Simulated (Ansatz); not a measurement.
## CO₂ — O-17 NMR of the central transition

Cell: a structure deposited in the COD whose atoms were relaxed with PBE, the cell held.

```cif
data_CO2
_symmetry_space_group_name_H-M 'Pa-3'
_symmetry_Int_Tables_number 205
_cell_length_a 5.6200
_cell_length_b 5.6200
_cell_length_c 5.6200
_cell_angle_alpha 90.000
_cell_angle_beta 90.000
_cell_angle_gamma 90.000
loop_
_atom_site_label
_atom_site_type_symbol
_atom_site_symmetry_multiplicity
_atom_site_Wyckoff_symbol
_atom_site_fract_x
_atom_site_fract_y
_atom_site_fract_z
C C 4 a 0.0000 0.0000 0.0000
O O 8 c 0.1200 0.1200 0.1200
```

One atom of each set is listed.

Computed with Ansatz: DFT, r2SCAN, plane waves and PAW, scalar-relativistic, 500 eV cutoff, Γ-centred 4×4×4 k-points, Fermi–Dirac smearing 0.02 eV.

O-17 has I = 5/2 and Q = -25.58 mb (Pyykkö 2018); at 35.2 T its Larmor frequency is ν₀ = 203.3 MHz. Only the quadrupole interaction is simulated: positions count from each site's isotropic chemical shift, and J coupling is left out, as are shift anisotropy and dipolar coupling, which fast spinning averages.

Q: Simulate the second-order pattern (fast magic-angle spinning, Gaussian broadening 0.07 kHz) of site O (1 C at 1.17 Å).

A: The calculation gives C_Q = -4.78 MHz and η = 0.00, so ν_Q = 0.717 MHz and the centre of gravity lies at -3.32 ppm (-0.675 kHz).

offset (kHz), height and a bar:
```
   -1.754          0 
   -1.702          2 
   -1.651          4 #
   -1.599          5 ##
   -1.547          5 ##
   -1.496          5 ##
   -1.444          6 ##
   -1.392          6 ##
   -1.341          6 ##
   -1.289          6 ##
   -1.237          6 ##
   -1.186          7 ##
   -1.134          8 ###
   -1.083         38 ###########
   -1.031         80 ########################
   -0.979         61 ##################
   -0.928         48 ##############
   -0.876         42 #############
   -0.824         39 ############
   -0.773         38 ###########
   -0.721         37 ###########
   -0.669         37 ###########
   -0.618         38 ###########
   -0.566         39 ############
   -0.514         41 ############
   -0.463         44 #############
   -0.411         49 ###############
   -0.359         58 #################
   -0.308         81 ########################
   -0.256        100 ##############################
   -0.204         32 ##########
   -0.153          1
```

An axis of threefold or higher order runs through O, so V_zz lies along it and η is zero.

The largest force is 0.8 eV/Å, so the atoms aren't at the calculated equilibrium and relaxing them would move these values. The database entry as given showed forces above 3 eV/Å or a pressure above 30 GPa, though relaxing it moves no atom far.

The run took 14 s of wall time (14 s of CPU time) and 0.81 GiB at its peak, on 1 thread of Arm Neoverse V2 (aarch64; 8 cores open to the job, memory cap 2.5 GiB, no GPU), a shared host with a load of 0.4 a core.
